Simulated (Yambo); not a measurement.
SrCaAl$_{2}$Si$_{2}$N$_{6}$ (space group P1, No. 1), G0W0@PBEsol in Yambo with this input:

```
rim_cut
gw0
dyson
el_el_corr
HF_and_locXC
ppa
em1d
RandQpts= 1000000
RandGvec= 1 Ry
EXXRLvcs= 84 Ry
VXCRLvcs= 336 Ry
Chimod= "HARTREE"
% BndsRnXp
 1 | 277 |
%
NGsBlkXp= 8 Ry
% LongDrXp
 1.0 | 1.0 | 1.0 |
%
PPAPntXp= 27.2114 eV
% GbndRnge
 1 | 277 |
%
GTermKind= "BG"
DysSolver= "n"
ExtendOut
```

On a 2×2×2 mesh, with wavefunctions cut at 84 Ry, the gap (Γ → Γ) is 4.825 eV and the valence edge shifts by -0.632 eV.

Question: What happens with this change: 2 Ry block?

Answer: The gap falls by 0.163 eV, to 4.662 eV; the shift of the valence edge becomes -0.324 eV. Neither run is shown to be the converged limit.

Geometry of the Materials Project entry, not relaxed at this level; primitive cell a = 5.145 Å, b = 5.731 Å, c = 5.750 Å, α = 119.89°, β = 90.13°, γ = 90.14°.

The structure is a Materials Project entry; no match was found in the copy of COD used, and its stability was not checked.

A shift is the quasiparticle energy of the state minus its PBEsol energy.
